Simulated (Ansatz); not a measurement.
**Profile along the Sc–Sc line in Sc (hcp, Mg type)**

Sc (hcp, Mg type), conventional cell a = b = 3.2772 Å, c = 5.0855 Å, α = β = 90.00°, γ = 120.00°. The calculation uses the primitive cell of 2 atoms, to which meshes and values per cell refer.

Fields along a shortest Sc–Sc line of a (1 -1 0 0) plane (3.28 Å), from Sc to Sc, interpolated on the slice's grid (step about 0.2 Å). Method: PBEsol (plane waves to 420 eV, PAW, scalar-relativistic; Ansatz, a first-principles code). k mesh 16×16×9. These are valence fields of a PAW run, semicore shells included where kept as valence: close to a nucleus they are smooth pseudo fields. Sc is run without spin polarisation. Sc was relaxed with its symmetry unable to fall. The PAW data are Ansatz's earlier set.

```
distance from Sc (Å)  valence electron density (e/Å³)  electron localisation function
--------------------  -------------------------------  ------------------------------
0.00                                             8.93                               x
0.33                                             7.09                               x
0.66                                             2.39                            0.69
0.98                                             0.36                            0.23
1.31                                             0.14                            0.12
1.64                                             0.12                            0.28
1.97                                             0.14                            0.12
2.30                                             0.36                            0.23
2.62                                             2.39                            0.69
2.95                                             7.09                               x
3.28                                             8.93                               x
```

x: too close to a nucleus for the ELF to mean much.

Density on the Sc–Sc line (3.28 Å) at its midpoint: 0.12 e/Å³. ELF at that point: 0.28.
